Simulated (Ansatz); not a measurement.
Ba$_{2}$ZnN$_{2}$ in space group I4/mmm (No. 139; Ba on 4e, Zn on 2a, N on 4e) at seven volumes, plane-wave PAW PBEsol (Ansatz code), shape and atoms relaxed at each. One row is withheld.

| V (Å³/atom) | P (GPa) |
|---|---|
| 19.805 | ? |
| 20.458 | 4.17 |
| 21.111 | 1.91 |
| 21.764 | 0.00 |
| 22.417 | -1.59 |
| 23.070 | -2.91 |
| 23.723 | -3.99 |

Task: Fit the shown pressures and predict the withheld one.

Result: P = (3/2)B₀(x^(7/2) − x^(5/2))[1 + (3/4)(B′ − 4)(x − 1)] with x = (V₀/V)^(2/3). Least squares on the six rows gives V₀ = 21.763 Å³/atom, B₀ = 57.7 GPa, B′ = 5.08. At V = 19.805, x = 1.0649 and P = 6.91 GPa. The run itself gave 6.85 GPa.

The first step of the workflow began from a Materials Project structure, measured or hypothetical; the Crystallography Open Database files this formula in space group No. 139, but the cells were not matched. Its standing as an ambient phase is unchecked. Symmetry was held in the PBEsol relaxation; its stability against distortions is not shown here. Scalar-relativistic: spin–orbit coupling is off unless named, which matters more the heavier the elements.

Potentials: the later of the program's two PAW sets.
